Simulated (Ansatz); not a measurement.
C:
```
CELL_PARAMETERS angstrom
      4.80855     0.00000     0.00000
      0.00000     4.80855     0.00000
      0.00000     0.00000     4.80855
ATOMIC_POSITIONS crystal
  C  0.00000 0.00000 0.00000
  C  0.50000 0.50000 0.50000
  C  0.17798 0.17798 0.17798
  C  0.32202 0.32202 0.32202
  C  0.17798 0.82202 0.82202
  C  0.32202 0.67798 0.67798
  C  0.82202 0.17798 0.82202
  C  0.67798 0.32202 0.67798
  C  0.82202 0.82202 0.17798
  C  0.67798 0.67798 0.32202
```

Relaxed with r²SCAN. Special points in fractions of this cell's reciprocal vectors: Γ (0.000, 0.000, 0.000); X (0.000, 0.500, 0.000); M (0.500, 0.500, 0.000); R (0.500, 0.500, 0.500).

Problem. List the band energies nearest the valence-band maximum at these points for plane-wave PAW r²SCAN (Ansatz code).

Solution. In eV from the valence-band maximum; about four levels below and three above (degenerate sets whole), none deeper than 8.9 eV; points with the same levels are listed once.

```tsv
k	below	above
Γ	-0.64 -0.64 -0.64 -0.57 -0.57 -0.57	4.62 4.62 4.62
X	-0.83 -0.83 -0.35 -0.35	4.77 4.77 5.42 5.42
M	-0.82 -0.82 -0.67 -0.67	5.08 5.08 5.94 5.94
R	-1.33 -1.33 0.00 0.00 0.00	4.92 4.92 5.83 5.83 5.83
```

Space group Pn-3m. The start of the workflow was typed in or built on a structure type; neither database checked (COD, Materials Project) lists it. It is not the phase usual at ambient conditions (space group No. 194, 227). The cell was relaxed with r²SCAN under the symmetry of its start; whether a distortion lowers the energy is not shown.

Potentials: the earlier of the program's two PAW sets.
